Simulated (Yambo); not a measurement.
**BaHCl: sweep of GW parameters**

G0W0@PBEsol for BaHCl (space group P4/nmm, No. 129) in Yambo. Reference settings: 2×2×2 Γ-centred k mesh, 198 bands and a 7 Ry block in the screening, 198 bands in G with the Bruneval-Gonze terminator, plasmon pole fitted at 27.2 eV. The PBEsol gap Z → Z on this mesh is 3.28 eV; G0W0 gaps are taken between the same points.

```
change from the reference       G0W0 gap Z → Z (eV)  shift of the valence edge (eV)        rough Yambo cost
------------------------------  -------------------  ------------------------------  ----------------------
reference settings                             5.24                           -1.29                       1
72 bands in W, 72 bands in G                   5.25                           -0.95               about 1/2
126 bands in W, 126 bands in G                 5.24                           -1.19  within a factor of two
72 bands in G                                  5.24                           -1.19                       –
126 bands in G                                 5.24                           -1.28                       –
90 bands in W                                  5.23                           -1.11  within a factor of two
2 Ry block                                     5.00                           -0.98  within a factor of two
3 Ry block                                     5.01                           -1.05  within a factor of two
6 Ry block                                     5.21                           -1.26  within a factor of two
pole fitted at 55 eV                           5.27                           -1.37                       –
no random integration                          5.23                           -1.25                       –
72 bands in G, no terminator                   5.15                           -0.70                       –
126 bands in G, no terminator                  5.21                           -1.06                       –
no terminator                                  5.23                           -1.19                       –
```

The reference isn't shown to be the converged limit. Costs are rough (shared machines), scaled to the same edge states, and given only for runs that recompute the screening.

Geometry of the Materials Project entry, not relaxed at this level; primitive cell a = 4.4215 Å, b = 4.4215 Å, c = 7.2685 Å, α = 90.00°, β = 90.00°, γ = 90.00°.

A shift is the quasiparticle energy of the state minus its PBEsol energy.
